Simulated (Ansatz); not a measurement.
Given:

Si$_{4}$P$_{4}$Os:
```
CELL_PARAMETERS angstrom
      2.26128    -0.29065     5.70070
      1.81880     5.27051     0.00000
     -4.91597     0.00000     0.00000
ATOMIC_POSITIONS crystal
  Si 0.99203 0.00058 0.00434
  Si 0.73516 0.37141 0.60953
  Si 0.18477 0.62000 0.48755
  Si 0.53125 0.80278 0.17798
  P  0.62122 0.04052 0.68836
  P  0.06287 0.25162 0.50801
  P  0.42448 0.43585 0.22264
  P  0.86743 0.66640 0.08160
  Os 0.30308 0.02743 0.84710
```

This is the LDA-relaxed structure. Cartesian axes are those of the cell as given.

Problem. All from DFT-LDA in the program Ansatz with PAW potentials, unless another level is named. Give the formation energy from the elements (no fitted shifts).

Solution. -0.38 eV/atom.

Problem. And the smallest direct gap on the standard path?

Solution. 1.76 eV.

Problem. Give the hole effective mass.

Solution. 0.48, 1.1, 1.5 mₑ (principal values).

Problem. Give the weight of the conduction-edge state by species (Voronoi cells).

Solution. Si 45 %, P 36 %, Os 18 %.

Problem. Give the conduction-band minimum.

Solution. off the standard path, at k = (0.492, 0.398, -0.076).

Problem. Give the valence-band maximum.

Solution. at Γ.

Space group P1. The first step of the workflow began from a Materials Project structure, measured or hypothetical; the Crystallography Open Database copy checked does not list it. With Si and P taken as one species the cell has the higher symmetry P-1, so it may be an ordered model of a mixed-site phase. Its standing as an ambient phase is unchecked. The cell was relaxed with LDA under the symmetry of its start; phonons on a q-mesh show no instability. The run is not spin-polarised. The references are the lowest solids computed at this level, not always the standard phases. Scalar-relativistic: spin–orbit coupling is off unless named, which matters more the heavier the elements.

Potentials: the later of the program's two PAW sets.
